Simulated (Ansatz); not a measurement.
MgI2 (CdI2 type), relaxed with r2SCAN+rVV10: 7 runs in the PAW code Ansatz, each a construction of maximally localised Wannier functions. Space group P-3m1 (No. 164), trigonal; conventional cell a = 4.157 Å, c = 6.873 Å, 34.29 Å³ an atom. Around Mg lie 6 I at 2.92 Å; around I lie 3 Mg at 2.92 Å. The values are computed, spin-unpolarised, and not measurements.

```yaml
crystal:
  lattice:
    - [4.15721, 0.00000, 0.00000]
    - [-2.07861, 3.60025, 0.00000]
    - [0.00000, 0.00000, 6.87333]
  atoms:
    - { symbol: Mg, position: [0.00000, 0.00000, 0.00000] }
    - { symbol: I, position: [0.33333, 0.66667, 0.24262] }
    - { symbol: I, position: [0.66667, 0.33333, 0.75738] }
```

Windows count from the top of the filled bands; a dash means that no such window was set (without an outer window there is no disentanglement).

| functional | SCF mesh | trial orbitals | functions | mesh | window (eV) | frozen (eV) | Ω total (Å²) | Ω invariant (Å²) | largest spread (Å²) | least projectability | interpolation miss of the model's filled bands (eV, to the nearest computed level) |
| --- | --- | --- | --- | --- | --- | --- | --- | --- | --- | --- | --- |
| PBE | 6×6×4 | I s, I p | 8 | 6×6×4 | – | – | 13.47 | 11.43 | 1.69 | 0.91 | 0.014 |
| PBE | 6×6×4 | I s, I p | 8 | 6×6×2 | – | – | 13.14 | 11.08 | 1.65 | 0.91 | 0.073 |
| PBE | 6×6×4 | I p | 6 | 6×6×4 | – | – | 14.01 | 13.86 | 2.34 | 0.86 | 0.013 |
| r2SCAN | 6×6×4 | I s, I p | 8 | 6×6×4 | – | – | 13.11 | 11.04 | 1.64 | 0.93 | 0.010 |
| r2SCAN | 6×6×4 | I p | 6 | 6×6×4 | – | – | 13.64 | 13.52 | 2.28 | 0.87 | 0.009 |
| HSE06 | 6×6×4 | I s, I p | 8 | 6×6×4 | – | – | 13.13 | 11.07 | 1.65 | 0.92 | – |
| HSE06 | 6×6×4 | I p | 6 | 6×6×4 | – | – | 13.68 | 13.55 | 2.28 | 0.87 | – |

For I s, I p with PBE the spread goes 13.14 Å² (6×6×2), 13.47 Å² (6×6×4): finite differences on a coarse mesh understate it.

Spin-orbit coupling is left out, which matters wherever the heavy atoms make up the band edges.
